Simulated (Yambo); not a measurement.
CdS (wurtzite, space group P6_3mc, No. 186), G0W0@PBEsol in Yambo with this input:

```
rim_cut
gw0
dyson
el_el_corr
HF_and_locXC
ppa
em1d
RandQpts= 1000000
RandGvec= 1 Ry
EXXRLvcs= 102 Ry
VXCRLvcs= 408 Ry
Chimod= "HARTREE"
% BndsRnXp
 17 | 236 |
%
NGsBlkXp= 6 Ry
% LongDrXp
 1.0 | 1.0 | 1.0 |
%
PPAPntXp= 27.2114 eV
% GbndRnge
 1 | 236 |
%
GTermKind= "BG"
DysSolver= "n"
ExtendOut
```

On a 3×3×2 mesh, with wavefunctions cut at 102 Ry, the gap (Γ → Γ) is 2.193 eV and the valence edge shifts by -0.648 eV.

Q: What happens with this change: no terminator?

A: The gap falls by 0.058 eV, to 2.135 eV; the shift of the valence edge becomes -0.490 eV. Neither run is shown to be the converged limit.

Spin-orbit coupling is included.

Geometry relaxed with PBEsol; primitive cell a = b = 4.125 Å, c = 6.709 Å, α = β = 90.00°, γ = 120.00°.

A shift is the quasiparticle energy of the state minus its PBEsol energy.
